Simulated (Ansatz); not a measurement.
The cell is In3GaP4, ordered on the zincblende lattice (I-42m) with 8 atoms a cell; cell and atoms were relaxed with r2SCAN. Space group I-42m (No. 121), tetragonal; conventional cell a = 5.794 Å, c = 11.568 Å, 24.27 Å³ an atom. Around Ga lie 4 P at 2.38 Å; around P lie 1 Ga at 2.38 Å and 3 In at 2.55–2.57 Å; around In lie 4 P at 2.55 Å; around In lie 4 P at 2.57 Å.

4 runs of Ansatz on this cell differ in the functional (and in the settings that go with it). Levels are in eV from each run's valence top; v1 is the last filled band, c1 the first empty one.

Run A, mean stress -0.3 GPa (compression positive):
```
point     v4     v3     v2     v1    c1    c2
    Γ  -2.57  -0.03   0.00   0.00  2.20  3.00
    X  -1.12  -1.05  -0.99  -0.88  2.74  3.00
    P  -1.26  -1.26  -1.04  -0.89  3.53  3.66
    N  -2.12  -2.05  -1.24  -1.11  4.53  4.69
```

Run B, mean stress +1.8 GPa (compression positive):
```
point     v4     v3     v2     v1    c1    c2
    Γ  -2.30  -0.03   0.00   0.00  0.80  1.76
    X  -1.00  -0.93  -0.89  -0.78  1.36  1.59
    P  -1.14  -1.14  -0.92  -0.79  2.09  2.23
    N  -1.91  -1.84  -1.12  -1.01  2.99  3.24
```

Run C, mean stress 0.0 GPa (compression positive):
```
point     v4     v3     v2     v1    c1    c2
    Γ  -2.39  -0.03   0.00   0.00  1.25  2.00
    X  -1.04  -0.97  -0.92  -0.81  1.69  1.95
    P  -1.19  -1.19  -0.96  -0.82  2.44  2.56
    N  -1.97  -1.90  -1.15  -1.04  3.34  3.55
```

Run D, mean stress -0.1 GPa (compression positive):
```
point     v4     v3     v2     v1    c1    c2
    Γ  -2.51  -0.03   0.00   0.00  1.60  2.36
    X  -1.09  -1.02  -0.97  -0.86  2.11  2.36
    P  -1.24  -1.24  -1.01  -0.87  2.88  3.02
    N  -2.06  -2.00  -1.21  -1.08  3.86  4.03
```

**Question.** Match the runs to PBE, r2SCAN, HSE06, PBE0.

**Answer.** A is PBE0, B is PBE, C is r2SCAN, D is HSE06. In order of the gap: PBE 0.80, r2SCAN 1.25, HSE06 1.60, PBE0 2.20 eV.

All values are calculated for a non-magnetic cell, which may be hypothetical.

Spin-orbit coupling is left out, which matters wherever the heavy atoms make up the band edges.

The program warns that its thresholds are loose for a hybrid's stress.
